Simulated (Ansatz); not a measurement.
input.yaml (Ansatz)

```yaml
crystal:
  lattice:
    - [3.6674819787, 0.0, 0.0]
    - [-1.8337409894, 3.1761325615, 0.0]
    - [0.0, 0.0, 7.2206910732]
  atoms:
    - { symbol: Se, position: [0.0, 1.0, 0.0] }
    - { symbol: Se, position: [0.0, 1.0, 0.5] }
    - { symbol: Se, position: [0.3333333333, 0.6666666667, 0.25] }
    - { symbol: Se, position: [0.6666666667, 0.3333333333, 0.75] }
hamiltonian:
  xc: lda
  pseudopotentials:
    kind: paw
    azcp:
      Se: "pseudopotentials/Se.paw.azcp"
basis:
  ecutwfc: 420
  fft_grid_basis: typed
kpoints:
  mp_grid: { grid: [13, 13, 6], shift: [0, 0, 0] }
magnetization:
  spin_polarized: false
scf:
  occupations: { method: fermi_dirac, width: 0.1 }
```

and its output:

```
Warning: the record states the generating functional pbe (its physics header spells it `PBE`), which answers neither for hamiltonian.xc's functional nor for the lda family's — results may be inconsistent (PPs are generated against a specific XC)
Engine: ansatz 0.2.0, x86_64-unknown-linux-gnu
Pseudopotentials: kind: paw
Pseudopotential: Se, paw, valence charge 16, recommended cutoff 420 eV (normal) 
Functional definition: SPW92
  exchange = slater_x
  correlation = pw_c
Crystal: 4 atoms, lattice volume = 84.110 Å³
Basis set: ecut = 420 eV, 1621 PW (Γ)
Bands: 37, of which v1, the nominal top of the filled ones, is band 32 counted from 1 (31 counted from 0)
Symmetry: 24 space group operations
Space group: P63/mmc (ITA 194), of the structure as read, at distance tolerance 4.4e-5 Å
k-points: 84 of 1014
Non-local potential: Se, projectors of the file, l = 0: 2, l = 1: 2, l = 2: 3, l = 3: 1
PAW form: soft (Blöchl's): semilocal exchange-correlation on the pseudo side does not see the compensation charge
PAW frozen core: Se, regenerated for the run's functional, and the local potential with it (the file was generated under x = pbe(κ = 0.804, μ = 0.2195149727645171), c = pbe(β = 0.06672455060314922))
PAW one-centre angular grid: Se, 590 points (default); XC on 64 Gauss nodes
Initial density: superposition of atomic densities (neutral atoms: chi_scale 0, normalization atom), corrected by the library's trained network
Initial wavefunctions: pseudopotential atomic-orbital guess
Functional: x = slater, c = lda
SCF iter   1: F=—  HF=-21532.269954 eV  |F-HF|=—  |Δ(HF+E_count)|=         —  Δρ=4.95e-3  dr2=9.39e-3  ethr=1.77e-3  ⟨swp⟩=6.4  Hψ=11500  notcnv=0
SCF iter   2: F=—  HF=-21532.266326 eV  |F-HF|=—  |Δ(HF+E_count)|=   3.63e-3  Δρ=2.90e-3  dr2=3.47e-3  ethr=1.47e-5  ⟨swp⟩=1.3  Hψ=3913  notcnv=0
SCF iter   3: F=—  HF=-21532.265442 eV  |F-HF|=—  |Δ(HF+E_count)|=   8.85e-4  Δρ=4.24e-4  dr2=1.48e-4  ethr=5.42e-6  ⟨swp⟩=2.5  Hψ=4946  notcnv=0
SCF iter   4: F=—  HF=-21532.265394 eV  |F-HF|=—  |Δ(HF+E_count)|=   4.74e-5  Δρ=1.45e-4  dr2=2.33e-5  ethr=2.32e-7  ⟨swp⟩=2.0  Hψ=5800  notcnv=0
SCF iter   5: F=—  HF=-21532.265374 eV  |F-HF|=—  |Δ(HF+E_count)|=   2.03e-5  Δρ=7.40e-5  dr2=6.39e-6  ethr=3.64e-8  ⟨swp⟩=2.0  Hψ=5805  notcnv=0
SCF iter   6: F=—  HF=-21532.265374 eV  |F-HF|=—  |Δ(HF+E_count)|=   4.93e-7  Δρ=2.32e-5  dr2=8.18e-7  ethr=9.98e-9  ⟨swp⟩=2.0  Hψ=4965  notcnv=0
SCF iter   7: F=—  HF=-21532.265374 eV  |F-HF|=—  |Δ(HF+E_count)|=   4.07e-8  Δρ=1.06e-5  dr2=8.45e-8  ethr=1.56e-10  ⟨swp⟩=2.0  Hψ=10627  notcnv=0
SCF iter   8: F=-21532.265373 eV  HF=-21532.265373 eV  |F-HF|=2.66e-10  |Δ(HF+E_count)|=   2.04e-7  Δρ=1.67e-6  dr2=2.08e-9  ethr=1.32e-10  ⟨swp⟩=3.2  Hψ=7854  notcnv=0
SCF 1 converged in 8 iterations: F = -21532.265373 eV  dr2 = 2.08e-9
SCF converged after 8 iterations
Free energy (F): -21532.265373 eV
Harris-Foulkes:  -21532.265373 eV  (|F-HF|=2.66e-10)
Internal energy: -21532.188103 eV  (E = F + TS)
E sigma→0 (E₀):  -21532.226738 eV
Entropy (-TS):   -0.077270 eV (-19.318 meV/atom)
Fermi energy:    10.619594 eV
--- Per-component energies (eV) ---
  E_band       = -1431.162681
  E_kinetic    = 472.558948
  E_local      = -8700.023088  (includes V_loc(G=0)·N_el)
  E_nonlocal   = -2350.011624
  E_hartree    = 4346.411406
  E_xc         = -413.886574
  E_vxc        = -393.150092  (∫ρ·V_xc dr)
  E_paw        = -7311.196078  (= ΣΔE_a)
  E_vpaw       = 846.639086  (= ΣTr[D̂ρ^β])
  E_aug_tail   = -0.002314  (compensation charges beyond the density's cutoff)
  E_ewald      = -7584.908228
  E_core_change = 8.869449  (= ΣΔE_core)
  E_smearing   = -0.077270  (= −TS)
  E_closure    = 0.000000  (closes the sum)
  Σ components = -21532.265373   (vs F -21532.265373, Δ=0.00e0)
```
